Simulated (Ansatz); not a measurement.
Here is the system:

Starting cell, ZnAu (CsCl type):

```xyz
4
Lattice="6.3735 0.0000 0.0000 3.1868 3.1868 0.0000 0.0000 0.0000 3.1868" Properties=species:S:1:pos:R:3 pbc="T T T"
Zn     7.9669     1.5934     1.5934
Zn     4.7802     1.5934     1.5934
Au     0.0000     0.0000     0.0000
Au     3.1868     0.0000     0.0000
```

The atoms are displaced by Q × the pattern below (from a DFPT mode at M = (0.5, 0.5, 0.0), largest move 1; Q in Å), at fixed cell. It is one choice among 2 degenerate patterns. (q is in reciprocal vectors of the primitive cell; the cell shown is doubled to hold the pattern.)

```json
[
 {"atom": "Zn1", "x": "0.000", "y": "1.000", "z": "0.000"},
 {"atom": "Zn2", "x": "0.000", "y": "-1.000", "z": "0.000"},
 {"atom": "Au3", "x": "-0.359", "y": "0.000", "z": "0.000"},
 {"atom": "Au4", "x": "0.359", "y": "0.000", "z": "0.000"}
]
```

The numbers are results of PBE (plane waves to 420 eV, PAW, scalar-relativistic; Ansatz, a program for electronic structure), not measurements. k mesh 15×15×15 (Γ-centred), Fermi-Dirac smearing 0.05 eV. Energies are smeared free energies. With partly filled bands, energies and forces of such displacements shift with the k mesh and the smearing. Spin-orbit coupling is left out, though Au is heavy. ZnAu was relaxed with its symmetry unable to fall. The zero of ΔE is the undisplaced structure.

The scan covers Q from -0.180 to 0.180 Å in 13 points.

**Question.** Which space group does the distorted structure have?

**Answer.** Cmmm (No. 65), lowered from Pm-3m.

**Question.** What is the energy change at Q = 0.180 Å?

**Answer.** 290 meV/cell.

**Question.** What harmonic wavenumber does the curvature at Q = 0 give?

**Answer.** 160 cm⁻¹.

(A displaced cell: forces are minus the slopes of the energy, force constants its curvatures, and phonons follow from these.)
